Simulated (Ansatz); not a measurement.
Relaxed-ion elastic tensor of Sr2RuO4 in space group I4/mmm (No. 139; Sr on 4e, Ru on 2a, O on 4e, O on 4c) in GPa (Voigt order), DFT-PBEsol in the program Ansatz with PAW potentials; density 6.07 g/cm³, 13.29 Å³ per atom.

```json
[
 {"": "1", "1": "264", "2": "139", "3": "76.2", "4": "0.0", "5": "0.0", "6": "0.0"},
 {"": "2", "1": "139", "2": "264", "3": "76.2", "4": "0.0", "5": "0.0", "6": "0.0"},
 {"": "3", "1": "76.2", "2": "76.2", "3": "256", "4": "0.0", "5": "0.0", "6": "0.0"},
 {"": "4", "1": "0.0", "2": "0.0", "3": "0.0", "4": "64.3", "5": "0.0", "6": "0.0"},
 {"": "5", "1": "0.0", "2": "0.0", "3": "0.0", "4": "0.0", "5": "64.3", "6": "0.0"},
 {"": "6", "1": "0.0", "2": "0.0", "3": "0.0", "4": "0.0", "5": "0.0", "6": "59.0"}
]
```

**Question.** Is the crystal mechanically stable?

**Answer.** Yes: the smallest eigenvalue of C is 59.0 GPa.

**Question.** Work out the Voigt, Reuss and Hill averages.

**Answer.** K_V = 152, K_R = 150, K_H = 151; G_V = 70.3, G_R = 67.5, G_H = 68.9 GPa.

**Question.** Give Young's modulus, Poisson's ratio, Pugh's ratio and the universal anisotropy index.

**Answer.** E = 9KG/(3K + G) = 179 GPa; ν = 0.30; K/G = 2.19 (ductile by the Pugh limit of 1.75); A_U = 5G_V/G_R + K_V/K_R − 6 = 0.22.

**Question.** Estimate the sound speeds and the Debye temperature.

**Answer.** v_l = √((K + 4G/3)/ρ) = 6320 m/s, v_t = √(G/ρ) = 3370 m/s, mean 3760 m/s; Θ = (h/k)(3n/4πV)^(1/3) v_m = 473 K.

**Question.** How much does each axis shrink under pressure?

**Answer.** Linear compressibilities β_i = Σ_j S_ij (j = 1 to 3): x 2.0, y 2.0, z 2.7 per TPa.

The workflow started from a Materials Project entry (that database holds measured and hypothetical structures alike); the Crystallography Open Database files this formula in space group No. 139, but the cells were not matched. Whether it is the stable phase at ambient conditions was not checked. The cell was relaxed with PBEsol under the symmetry of its start; of distortions, only those at the zone centre were tested. The workflow began spin-polarised and lost its moments. As this level gives no gap, shear constants depend on the k-mesh and smearing (Fermi–Dirac, 0.1 eV here).

Potentials: the later of the program's two PAW sets.
